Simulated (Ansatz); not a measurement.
GaCuSe2 (chalcopyrite) was relaxed and computed twice in Ansatz (plane waves, PAW), once with PBE and once with r²SCAN.

```csv
,run 1,run 2
cell,"a = 5.6074 Å, b = 5.6074 Å, c = 11.0997 Å, α = 90.00°, β = 90.00°, γ = 90.00°","a = 5.672 Å, b = 5.672 Å, c = 11.262 Å, α = 90.00°, β = 90.00°, γ = 90.00°"
gap (eV),0.57,none
ΔH_f (eV/atom),-0.57,-0.48
```

**Question.** Which run used which functional?

**Answer.** Run 1 is r²SCAN, run 2 is PBE.

All cells were relaxed under the symmetry of their starts (and spin orders); stability against distortions was not tested throughout. Rows with no word on spin ran without spin polarisation. Spin–orbit coupling is left out wherever it is not named.

Potentials: the later of the program's two PAW sets.

Ansatz (a first-principles code) is a plane-wave DFT program.

Formation energies count from the lowest solids of the elements computed at the same level, not from gases.
